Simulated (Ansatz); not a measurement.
## SrTiO3 (Pm-3m): G0W0 and the band count and response cutoff

```cif
data_structure
_symmetry_space_group_name_H-M 'P 1'
_symmetry_Int_Tables_number 1
_cell_length_a 3.9050
_cell_length_b 3.9050
_cell_length_c 3.9050
_cell_angle_alpha 90.000
_cell_angle_beta 90.000
_cell_angle_gamma 90.000
_cell_volume 59.55
loop_
_atom_site_label
_atom_site_type_symbol
_atom_site_fract_x
_atom_site_fract_y
_atom_site_fract_z
_atom_site_occupancy
Sr1 Sr 0.00000 0.00000 0.00000 1
Ti1 Ti 0.50000 0.50000 0.50000 1
O1 O 0.50000 0.50000 0.00000 1
O2 O 0.50000 0.00000 0.50000 1
O3 O 0.00000 0.50000 0.50000 1
```

Held fixed (Ansatz):

| Property | Result |
| --- | --- |
| orbitals | PBE |
| datasets | soft PAW set, first generation |
| k mesh | 4×4×4 |
| frequencies | plasmon pole, fitted at the program's default frequency |
| q → 0 term | analytic weight of Carrier, Rohra and Görling |
| band sums | cut at the band count |
| spin-orbit coupling | off |

The gap is read from R to Γ, linearised, between the Kohn-Sham band edges among the points solved. The direct gap is read between the top filled and lowest empty Kohn-Sham band at Γ. ε∞ is the electronic dielectric constant on this mesh. Wave cutoffs: 420, 420, 420, 420 eV in the order of the series.

```tsv
bands, response cutoff	KS gap (eV)	G0W0 gap (eV)	direct at Γ (eV)	ε∞
280 empty bands, 113.3 eV	1.87	3.37	3.71	6.6
406 empty bands, 143.3 eV	1.87	3.39	3.72	6.5
580 empty bands, 180 eV	1.87	3.40	3.75	6.5
1056 empty bands, 280 eV	1.87	3.43	3.78	6.5
```

From first to last the gap increases by 0.06 eV. The last step is +0.027 eV. If the gap goes as one over the count of all bands, the last two points leave +0.03 eV to the basis limit, a rough figure.

Soft PAW datasets can miss an all-electron G0W0 gap by more than 5 %. The program doubts some quasiparticle rows away from the edges, which needn't be among those shown (in some of the runs). The mesh is coarse, so these are values at the stated settings, not converged ones. Band sums or response are cut, so the gap isn't at its basis limit. The gap is read among the points solved; the crystal's band edges can lie elsewhere. Meshes this coarse can overestimate the dielectric constant by a tenth and more.
